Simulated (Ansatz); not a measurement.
The cell below belongs to a search over invented structures; it isn't taken from experiment.

Input and command of a plane-wave DFT calculation in Ansatz:

```yaml
crystal:
  lattice:
    - [-4.24049418, 4.24049418, 3.08722316]
    - [4.24049418, -4.24049418, 3.08722316]
    - [4.24049418, 4.24049418, -3.08722316]
  atoms:
    - { symbol: Si, position: [0.0, 0.0, 0.0] }
    - { symbol: Si, position: [0.75, 0.25, 0.5] }
    - { symbol: Sb, position: [0.75879248, 0.98729457, 0.22850209] }
    - { symbol: Sb, position: [0.75879248, 0.53029039, 0.77149791] }
    - { symbol: Sb, position: [0.01270543, 0.24120752, 0.77149791] }
    - { symbol: Sb, position: [0.46970961, 0.24120752, 0.22850209] }
    - { symbol: Sb, position: [0.25, 0.75, 0.5] }
    - { symbol: Se, position: [0.5, 0.5, 0.0] }
basis:
  ecutwfc: 420
kpoints:
  mp_grid: { grid: [3, 3, 3] }
hamiltonian:
  xc: pbe
scf:
  occupations: { method: gaussian, width: 0.2 }
  lower_state_search: "off"
output:
  forces: true
  stress: true
  eigenvalues: true
relax:
  adjacent_minimum: "off"
  f_tol: 0.08
  max_steps: 16
  cell: { stress_tol: 0.8 }
```

```bash
ansatz run input.yaml --threads 1 --pin off --max-ram 2560MiB --backend cpu --events-out ev --progress --plain --runs-dir out
```

Processor: Intel(R) Xeon(R) Platinum 8488C (Sapphire Rapids), 1 thread, on a host shared with other jobs.

Estimate time, memory and problem size.

About 2.1 min, peak memory 0.6 GiB. It solves 60 bands at 6 k points (after reduction by symmetry) with about 5481 plane waves (on the last cell), in 97 SCF iterations over 15 ionic steps.
